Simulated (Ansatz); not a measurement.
An Ansatz (a program for electronic structure) input:

Ansatz 0.2 input:
```yaml
crystal:
  lattice:
    - [0.0, 3.1004776089, 3.1004776089]
    - [3.1004776089, 0.0, 3.1004776089]
    - [3.1004776089, 3.1004776089, 0.0]
  atoms:
    - { symbol: Lu, position: [0.5, 0.5, 0.5] }
    - { symbol: Bi, position: [0.0, 0.0, 0.0] }
kpoints:
  mp_grid: { grid: [8, 8, 8] }
  band_path:
    path:
      - [[0.0, 0.0, 0.0], [0.5, 0.0, 0.5], [0.625, 0.25, 0.625]]  # Γ-X-U
      - [[0.375, 0.375, 0.75], [0.0, 0.0, 0.0], [0.5, 0.5, 0.5], [0.5, 0.25, 0.75], [0.5, 0.0, 0.5]]  # K-Γ-L-W-X
    npoints: 12
hamiltonian:
  xc: r2scan
  pseudopotentials: { kind: paw }
magnetization: { noncollinear: true, spin_orbit: true }
scf:
  n_extra_bands: 12
  convergence: { dr2_threshold: 0.0000000001 }
  occupations: { method: gaussian, width: 0.05 }
output: { eigenvalues: true }
```

Problem. How many symmetry operations and irreducible k-points will the run report?

Solution. 48 operations, 29 of 512 k-points.

Problem. With a cutoff of 500 eV, how many plane waves at Γ?

Solution. 1459.

It took very roughly 50 core-seconds on shared server cores.

Space group Fm-3m (rock salt). The first step of the workflow began from a Materials Project structure, measured or hypothetical; the Crystallography Open Database copy checked does not list it. With Lu and Bi taken as one species the cell has the higher symmetry Pm-3m, so it may be an ordered model of a mixed-site phase. Its standing as an ambient phase is unchecked. The cell was relaxed with r²SCAN under the symmetry of its start; of distortions, only those at the zone centre were tested.

Potentials: the later of the program's two PAW sets.

Ansatz is a plane-wave DFT program.
